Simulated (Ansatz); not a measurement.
Bi:
```
Bi
1.0
    0.00000     2.50399     2.50399
    2.50399     0.00000     2.50399
    2.50399     2.50399     0.00000
Bi
1
Direct
  0.00000   0.00000   0.00000
```

Relaxed with r²SCAN.

**Question.** Map the electron localisation function on the plane through (0.000, 0.000, 0.000) spanned by u = [1, 1, 0] and v = [1, -1, 0] in lattice vectors, from plane-wave PAW r²SCAN (Ansatz code).

**Answer.** x is the fraction of u, y of v (the angle between them is 90°; rows are the nearest grid lines); atoms in the plane: Bi at (0.00, 0.00), Bi at (0.50, 0.50).
```
|#. =%@@%+-::--====--::-+%@@%= .#|
|. .+@@@%+-:-==++++==-:-+%@@@+. .|
| .-#@@@#+--+*#%%%%#*+--+#@@@#-. |
|=+#@@@%*==+#%@@@@@@%#+==*%@@@#+=|
|%%@@@@#+=+#%@@@@@@@@%#+=+#@@@@%%|
|@@@@@%*==*%@@@@%%@@@@%*==*%@@@@@|
|@@@%%*==+#@@@%*==*%@@@#+==*%%@@@|
|%%##+=-=*%@@%+:  :+%@@%*=-=+##%%|
|+++=-::=#@@@#:    :#@@@#=::-=+++|
|==--:::=#@@@*: ++ :*@@@#=:::--==|
|+++=-::=#@@@#:    :#@@@#=::-=+++|
|%%##+=-=*%@@%+:  :+%@@%*=-=+##%%|
|@@@%%*==+#@@@%*==*%@@@#+==*%%@@@|
|@@@@@%*==*%@@@@%%@@@@%*==*%@@@@@|
|%%@@@@#+=+#%@@@@@@@@%#+=+#@@@@%%|
|=+#@@@%*==+#%@@@@@@%#+==*%@@@#+=|
| .-#@@@#+--+*#%%%%#*+--+#@@@#-. |
|. .+@@@%+-:-==++++==-:-+%@@@+. .|
|#. =%@@%+-::--====--::-+%@@%= .#|
```
Scale: ten equal steps from 0.108 (start of ' ') to 0.431 (end of '@'), in the order ' .:-=+*#%@'; x runs from 0.000 to 1.00, y from 0.000 (bottom) to 1.00 (top).

The density is the valence pseudo-density with augmentation charge, so density and ELF within about 1 Å of a nucleus are not all-electron values.

Space group Fm-3m (fcc (Cu type)). The start of the workflow was typed in or built on a structure type; neither database checked (COD, Materials Project) lists it. It is not the phase usual at ambient conditions (space group No. 166). Symmetry was held in the r²SCAN relaxation. At this level the phase is mechanically unstable. Scalar-relativistic: spin–orbit coupling is off unless named, which matters more the heavier the elements.

Potentials: the earlier of the program's two PAW sets.
